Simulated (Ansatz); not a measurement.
Na:
```yaml
crystal:
  lattice:
    - [0.00000, 2.63000, 2.63000]
    - [2.63000, 0.00000, 2.63000]
    - [2.63000, 2.63000, 0.00000]
  atoms:
    - { symbol: Na, position: [0.00000, 0.00000, 0.00000] }
```

Relaxed with PBEsol. Special points in fractions of this cell's reciprocal vectors: Γ (0.000, 0.000, 0.000); X (0.500, 0.000, 0.500); U (0.625, 0.250, 0.625); K (0.375, 0.375, 0.750); L (0.500, 0.500, 0.500); W (0.500, 0.250, 0.750).

List the band energies nearest the Fermi level at these points for PBEsol in the plane-wave PAW code Ansatz.

In eV from the Fermi level; about four levels below and three above (degenerate sets whole), none deeper than 8.9 eV; … stands for higher levels left out; points with the same levels are listed once.

```csv
k,below,above
Γ,-3.33,…
X,–,1.76 2.33 6.29
U,–,2.37 2.42 3.39
L,–,0.53 0.98 …
W,–,2.99 2.99 3.09
```

Space group Fm-3m (fcc (Cu type)). This is a known high-pressure phase of the composition, computed here at zero pressure and temperature. The cell was relaxed with PBEsol under the symmetry of its start; whether a distortion lowers the energy is not shown.

Potentials: the later of the program's two PAW sets.
